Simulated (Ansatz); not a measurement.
Input and command of a calculation in Ansatz (plane waves; scalar-relativistic PAW potentials unless the input names others):

```yaml
crystal:
  lattice:
    - [0.0, 2.8787313141, 2.8787313141]
    - [2.8787313141, 0.0, 2.8787313141]
    - [2.8787313141, 2.8787313141, 0.0]
  atoms:
    - { symbol: Mn, position: [0.0, 0.0, 0.0], spin: 4.76 }
    - { symbol: S, position: [0.25, 0.25, 0.25], spin: 0.12 }
basis:
  ecutwfc: "50 eV"
kpoints:
  mp_grid: { grid: [12, 12, 12] }
hamiltonian:
  xc: r2scan
scf:
  occupations: { method: gaussian, width: 0.02 }
  max_iter: 100
output:
  forces: true
  eigenvalues: true
  stress: true
magnetization:
  spin_polarized: true
```

```bash
ansatz run input.yaml --threads 1 --pin off --max-ram 2560MiB --backend cpu --events-out ev --progress --plain --runs-dir out
```

Abridged log:
```
Basis set: ecut = 50 eV, 51 PW (Γ), exchange–correlation on 40×40×40 points (64 copies of the dense FFT grid, shifted against one another)
Bands: 17, of which v1, the nominal top of the filled ones, is band 11 counted from 1 (10 counted from 0)
Symmetry: 24 space group operations
k-points: 72 of 1728 (time reversal used)
SCF iter   1: F=—  HF=-4332.799595 eV  |F-HF|=—  |Δ(HF+E_count)|=         —  Δρ=9.16e-1 (↑9.16e-1 ↓4.61e-1) dr2=6.94e2  dr2_τ=3.01e0  dr2_m=2.46e1  M=1.504 μB ∫|m|=1.516 μB  β_m=0.41  ethr=3.10e-3  ⟨swp⟩=1.0  Hψ=5568  notcnv=0
Mixer restart at iter 1: flushing history
SCF iter   2: F=—  HF=-4052.555939 eV  |F-HF|=—  |Δ(HF+E_count)|=    2.80e2  Δρ=6.10e-1 (↑6.10e-1 ↓3.39e-1) dr2=3.15e2  dr2_τ=1.04e1  dr2_m=8.79e0  M=1.428 μB ∫|m|=1.471 μB  β_m=0.93  ethr=3.10e-3  ⟨swp⟩=3.0  Hψ=6645  notcnv=0  defer=268  κ⁻¹=1.0e0(r=1)
spin=Collinear: Kerker preconditioning applied to the charge; magnetization (m = ρ↑ − ρ↓) channel mixes plain (no charge-response kernel on spin).
SCF iter   3: F=—  HF=-3814.287758 eV  |F-HF|=—  |Δ(HF+E_count)|=    2.38e2  Δρ=8.72e-2 (↑7.65e-2 ↓8.72e-2) dr2=7.89e0  dr2_τ=1.51e-1  dr2_m=1.73e-2  M=1.285 μB ∫|m|=1.330 μB  β_m=0.94  ethr=3.10e-3  ⟨swp⟩=4.2  Hψ=7669  notcnv=0  defer=298  κ⁻¹=3.0e-2(r=2)
SCF iter   4: F=—  HF=-3810.598729 eV  |F-HF|=—  |Δ(HF+E_count)|=    3.69e0  Δρ=3.54e-2 (↑2.90e-2 ↓3.54e-2) dr2=2.23e0  dr2_τ=3.11e-3  dr2_m=9.20e-3  M=0.979 μB ∫|m|=1.017 μB  β_m=0.52  ethr=3.10e-3  ⟨swp⟩=2.3  Hψ=4727  notcnv=0  defer=294  κ⁻¹=1.3e-3(r=3)
SCF iter   5: F=—  HF=-3811.342616 eV  |F-HF|=—  |Δ(HF+E_count)|=   7.44e-1  Δρ=2.51e-2 (↑2.51e-2 ↓2.07e-2) dr2=1.12e0  dr2_τ=1.04e-3  dr2_m=6.59e-2  M=0.721 μB ∫|m|=0.743 μB  β_m=1.00  ethr=3.10e-3  ⟨swp⟩=1.5  Hψ=2898  notcnv=0  defer=294  κ⁻¹=2.0e-4(r=4)
SCF iter   6: F=—  HF=-3811.139953 eV  |F-HF|=—  |Δ(HF+E_count)|=   2.03e-1  Δρ=5.53e-3 (↑5.53e-3 ↓5.14e-3) dr2=7.22e-2  dr2_τ=1.96e-4  dr2_m=3.52e-4  M=0.461 μB ∫|m|=0.466 μB  β_m=1.00  ethr=3.10e-3  ⟨swp⟩=2.1  Hψ=3753  notcnv=0  defer=297  κ⁻¹=9.1e-5(r=5)
SCF iter   7: F=—  HF=-3811.074122 eV  |F-HF|=—  |Δ(HF+E_count)|=         —  Δρ=3.88e-3 (↑3.12e-3 ↓3.88e-3) dr2=2.05e-2  dr2_τ=1.00e-4  dr2_m=1.84e-3  M=0.226 μB ∫|m|=0.230 μB  β_m=0.73  ethr=3.44e-4  ⟨swp⟩=2.1  Hψ=3706  notcnv=0  defer=300
Mixer restart at iter 7: flushing history
SCF iter   8: F=—  HF=-3811.190226 eV  |F-HF|=—  |Δ(HF+E_count)|=   1.16e-1  Δρ=3.19e-3 (↑2.83e-3 ↓3.19e-3) dr2=1.24e-2  dr2_τ=5.50e-5  dr2_m=1.68e-3  M=0.123 μB ∫|m|=0.130 μB  β_m=0.30  ethr=9.74e-5  ⟨swp⟩=1.1  Hψ=2487  notcnv=0  defer=307  κ⁻¹=1.0e0(r=1)
   ...
SCF iter  20: F=—  HF=-3811.363875 eV  |F-HF|=—  |Δ(HF+E_count)|=   3.05e-6  Δρ=3.75e-5 (↑3.75e-5 ↓2.64e-5) dr2=1.80e-7  dr2_τ=1.69e-8  dr2_m=4.13e-7  M=0.000 μB ∫|m|=0.001 μB  β_m=0.37  ethr=4.23e-9  ⟨swp⟩=2.0  Hψ=3163  notcnv=0  defer=305  κ⁻¹=2.4e-5(r=8)
SCF iter  21: F=—  HF=-3811.363876 eV  |F-HF|=—  |Δ(HF+E_count)|=   1.12e-6  Δρ=8.38e-6 (↑7.63e-6 ↓8.38e-6) dr2=8.12e-8  dr2_τ=3.94e-10  dr2_m=8.46e-9  M= 0.000 μB ∫|m|=0.000 μB  β_m=1.00  ethr=8.59e-10  ⟨swp⟩=2.0  Hψ=3820  notcnv=0  defer=305  κ⁻¹=6.4e-6(r=8)
SCF iter  22: F=—  HF=-3811.363877 eV  |F-HF|=—  |Δ(HF+E_count)|=   9.63e-7  Δρ=8.17e-6 (↑8.17e-6 ↓7.19e-6) dr2=1.02e-8  dr2_τ=1.10e-9  dr2_m=2.41e-8  M=0.000 μB ∫|m|=0.000 μB  β_m=0.30  ethr=3.87e-10  ⟨swp⟩=2.0  Hψ=3205  notcnv=0  defer=305  κ⁻¹=4.7e-6(r=8)
SCF iter  23: F=—  HF=-3811.363876 eV  |F-HF|=—  |Δ(HF+E_count)|=   3.68e-7  Δρ=3.66e-6 (↑2.63e-6 ↓3.66e-6) dr2=3.59e-9  dr2_τ=1.00e-10  dr2_m=3.83e-9  M= 0.000 μB ∫|m|=0.000 μB  β_m=0.41  ethr=4.87e-11  ⟨swp⟩=2.2  Hψ=3677  notcnv=0  defer=305  κ⁻¹=4.8e-6(r=8)
SCF iter  24: F=—  HF=-3811.363876 eV  |F-HF|=—  |Δ(HF+E_count)|=   1.39e-8  Δρ=1.81e-6 (↑1.81e-6 ↓1.34e-6) dr2=5.39e-10  dr2_τ=4.67e-12  dr2_m=9.63e-10  M=0.000 μB ∫|m|=0.000 μB  β_m=0.54  ethr=1.71e-11  ⟨swp⟩=2.0  Hψ=3764  notcnv=0  defer=305  κ⁻¹=2.5e-6(r=8)
SCF iter  25: F=—  HF=-3811.363876 eV  |F-HF|=—  |Δ(HF+E_count)|=   4.07e-9  Δρ=5.19e-7 (↑5.19e-7 ↓4.22e-7) dr2=1.65e-10  dr2_τ=8.29e-13  dr2_m=6.14e-11  M= 0.000 μB ∫|m|=0.000 μB  β_m=0.38  ethr=2.57e-12  ⟨swp⟩=2.0  Hψ=3400  notcnv=0  defer=305  κ⁻¹=8.5e-6(r=8)
SCF iter  26: F=—  HF=-3811.363876 eV  |F-HF|=—  |Δ(HF+E_count)|=  6.52e-10  Δρ=3.25e-7 (↑2.07e-7 ↓3.25e-7) dr2=3.20e-11  dr2_τ=2.46e-13  dr2_m=2.50e-11  M= 0.000 μB ∫|m|=0.000 μB  β_m=0.30  ethr=1.00e-12  ⟨swp⟩=5.8  Hψ=10662  notcnv=0  κ⁻¹=8.4e-7(r=8)
SCF iter  27: F=-3811.363876 eV  HF=-3811.363876 eV  |F-HF|=0.00e0  |Δ(HF+E_count)|=  7.69e-11  Δρ=1.05e-7 (↑1.05e-7 ↓7.67e-8) dr2=1.06e-11  dr2_τ=3.35e-14  dr2_m=1.32e-12  M= 0.000 μB ∫|m|=0.000 μB  ethr=1.00e-12  ⟨swp⟩=1.5  Hψ=3120  notcnv=0
SCF 1 converged in 27 iterations: F = -3811.363876 eV  dr2 = 1.06e-11
WARN: the starting moments were not kept: the SCF closed with an absolute magnetisation of 1.8e-6 μB, where they sum to 4.88 μB in size (2 sites). That is at most 0.1 of that sum. Measured as dr2_m measures the in/out step, that magnetisation stands 2.6e-13 eV from none, at or under the dr2_threshold of 1.0e-7 eV: it is no larger than a step whose dr2_m would equal this threshold. The system may hold no moment; this SCF shows only that its start led to no more than that. To try another start: raise the starting moments (crystal.atoms[].spin, magnetization.per_species, magnetization.initial_mag ...
this state was not tested for a lower state beside it, because the mixer in use, unlike msr1, does not test its closes by its own steps (another_mixer; see scf.mixing.algorithm and scf.lower_state_search)
SCF converged after 27 iterations
Magnetization:  0.0000 μB (10.5000 up, 10.5000 down)
Absolute magnetization: 0.0000 μB (∫|ρ↑−ρ↓|, with the PAW one-centre terms)
Spin contamination: 0.0000 ħ² per cell (⟨S²⟩ above its minimum at these occupations)
Per-site moments (μB) at R_I (Å): [(1.02330789e-7, 1.02838496), (-3.85775455e-7, 1.02838496)]
Free energy (F): -3811.363876 eV
Harris-Foulkes:  -3811.363876 eV  (|F-HF|=0.00e0)
Internal energy: -3811.363814 eV  (E = F + TS)
E sigma→0 (E₀):  -3811.363845 eV
Entropy (-TS):   -0.000063 eV (-0.031 meV/atom)
Fermi energy:    15.478740 eV
--- Forces (eV/Å), atoms counted from 1 ---
  atom   1  Mn     0.00000000     0.00000000     0.00000000
  atom   2  S      0.00000000     0.00000000     0.00000000
--- Stress (GPa, compression-positive) ---
     -114.297096       0.000000       0.000000
        0.000000    -114.297096       0.000000
        0.000000       0.000000    -114.297096
  P = ⅓ Tr σ = -114.2971 GPa (-1142.971 kbar)
```

Q: What should be changed?

A: The fault is a cutoff far too low (basis.ecutwfc: 500 → "50 eV", the first being the value of the sound run). Setting it back cures it. The log, from which this was withheld above, says: «Warning: basis.ecutwfc = 50 eV is below the records' recommended 500 eV, and the density's cutoff is lower with it unless basis.ecutrho_ratio is high enough to keep the records' density cutoff: compare with a run at a higher cutoff» The run converged all the same, with an energy at zero smearing 500.2 eV/atom above the reference's, pressure -114.30 GPa, largest force 0.000 eV/Å, no gap on the mesh, so convergence alone doesn't show that an input is right. A reference run from the same start on usual settings converged with pressure -3.37 GPa, largest force 0.000 eV/Å, gap on the mesh 1.07 eV.

Time: 6.7 s on 1 thread of Arm Neoverse V2, on a shared host, peak memory 0.34 GiB.